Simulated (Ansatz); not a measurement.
One input, then a changed one: Li2Cu (fluorite type)

First run: DFT, LDA, all-electron PAW with datasets made for the crystal, scalar-relativistic (Ansatz 0.2.0).

Command: `ansatz run input.yaml --threads 1 --pin off --max-ram 3072MiB --backend cpu --events-out ev --progress --plain --runs-dir out` It took 4.6 s on 1 thread of Intel(R) Xeon(R) 6975P-C (Granite Rapids) (shared host), peak memory 0.47 GiB.

```yaml
crystal:
  lattice:
    - [0.0, 2.8978334988, 2.8978334988]
    - [2.8978334988, 0.0, 2.8978334988]
    - [2.8978334988, 2.8978334988, 0.0]
  atoms:
    - { symbol: Cu, position: [0.0, 0.0, 0.0] }
    - { symbol: Li, position: [0.25, 0.25, 0.25] }
    - { symbol: Li, position: [0.75, 0.75, 0.75] }
kpoints:
  mp_grid: { grid: [11, 11, 11] }
scf:
  occupations: { method: fermi_dirac, width: 0.05 }
hamiltonian:
  xc: lda
  pseudopotentials: { kind: all_electron, datasets: crystal }
output:
  forces: true
  stress: true
  eigenvalues: true
  efg: { contact_densities: true }
```

The cell comes from a relaxation on PAW files under the same functional, begun from a prototype that needn't be the stable phase.

It converges in 12 SCF iterations at a pressure of 0.00 GPa.

The input is then changed:

```diff
 kpoints:
-  mp_grid: { grid: [11, 11, 11] }
+  mp_grid: { grid: [7, 7, 7] }
 scf:
```

Task: Predict the outcome of the changed run.

Result: It converges in 12 SCF iterations at a pressure of -0.05 GPa, free energy -3.9 meV/atom against the first run's. Some of the changed settings are coarser than converged work would use.
